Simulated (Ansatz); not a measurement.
## What DFT gives for AuS$_{2}$O$_{5}$

```xyz
16
Lattice="0.0000 4.7529 0.0000 6.0447 -2.3765 0.0000 2.9159 0.0000 -7.2342" Properties=species:S:1:pos:R:3 pbc="T T T"
S     2.1875    0.3066   -1.2310
S     5.3152    2.6830   -2.3861
S     6.7731    2.0699   -6.0032
S     3.6455   -0.3066   -4.8482
Au    1.4580    2.3765   -3.6171
Au    0.0000    2.3765    0.0000
O     0.7290    4.1921   -1.8086
O     2.1869    0.5608   -5.4257
O     2.5119    1.3085   -2.4647
O     4.9908   -1.0680   -1.1524
O     6.4487    1.0680   -4.7695
O     3.9698    3.4445   -6.0818
O     1.5624    1.2952   -0.0912
O     5.9402   -1.0813   -3.5260
O     7.3982    1.0813   -7.1431
O     3.0204    3.4578   -3.7083
```

Method: PBE, no spin polarisation; PAW, plane waves to 420 eV, 5×5×3 Γ-centred mesh, fermi-dirac occupations (width 0.1 eV) (Ansatz 0.2.0), atoms fixed.

Question: Which atom feels the largest force, and which way?

Answer: The largest is on O9 (and as large on other atoms): 5.83 eV/Å, components (1.74, -3.93, 3.93). It makes 29° with the line to a nearest neighbour, S1 at 1.62 Å, pointing towards it.

Question: Is it stable against the elements?

Answer: -0.28 eV an atom against the elements' usual phases (free molecules for gases, crystals otherwise, with no correction for O₂ or N₂), so it is bound against them; other compounds may still compete. Relaxing would lower it.

Question: What does the stress say?

Answer: The pressure is 13.2 GPa (compression positive), so with the atoms held at these fractions the cell would first expand; the forces are large, so a full relaxation may end otherwise. The principal stresses 1.2, 13.0, 25.3 GPa differ, so its shape would change too.

Question: Is there a gap?

Answer: It is a metal on this mesh, though the bands barely overlap, with about 6.8 states/eV a cell as the mean within 0.25 eV of the Fermi level, mostly S p (35 %), O p (24 %) and Au d (24 %).

Origin: a known structure type with other elements, at an estimated volume, so it need not be a known compound. Caveats: many states at the Fermi level without spin polarisation, so a magnetic state may lie lower; atoms or cell far from equilibrium.

Cost: 19 s on 1 thread of Intel(R) Xeon(R) 6975P-C (Granite Rapids), on a shared host, peak memory 0.64 GiB (start from a saved density). The time holds forces, stress, DOS, ELF.
